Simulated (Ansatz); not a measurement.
BeCl2:
```
BeCl2
1.0
   -2.51550     4.70001     2.56332
    2.51550    -4.70001     2.56332
    2.51550     4.70001    -2.56332
Be Cl
2 4
Direct
  0.25000   0.25000   0.00000
  0.75000   0.75000   0.00000
  0.61604   0.28343   0.89947
  0.38396   0.71657   0.10053
  0.88396   0.78343   0.66740
  0.11604   0.21657   0.33260
```

Cartesian axes are those of the cell as given.

Question: Give the high-frequency dielectric tensor and the Born effective charge tensors of the independent atoms from DFPT, DFT-LDA in the program Ansatz with PAW potentials.

Answer: 
ε∞:
```
2.77  0.00  0.00
0.00  2.80  0.00
0.00  0.00  3.10
```
Z* of atom 1 (Be), rows: field, columns: displacement, in e:
```
1.29  0.00  0.00
0.00  1.31  0.00
0.00  0.00  2.21
```
Z* of atom 3 (Cl), rows: field, columns: displacement, in e:
```
-0.65   0.34   0.00
 0.36  -0.65   0.00
 0.00   0.00  -1.10
```

Static charges for comparison (Bader): Be1 +1.66, Cl3 -0.83 e. Born charges measure polarisation by displacement and can exceed these by far.

Space group Ibam. The first step of the workflow began from a Materials Project structure, measured or hypothetical; the Crystallography Open Database files this formula in space group No. 72, but the cells were not matched. Its standing as an ambient phase is unchecked. The LDA relaxation kept the symmetry of its start; its stability against distortions is not shown here. A crystal of weakly bound chains computed without a dispersion correction: the cell and the soft elastic constants depend strongly on that.

Potentials: the later of the program's two PAW sets.
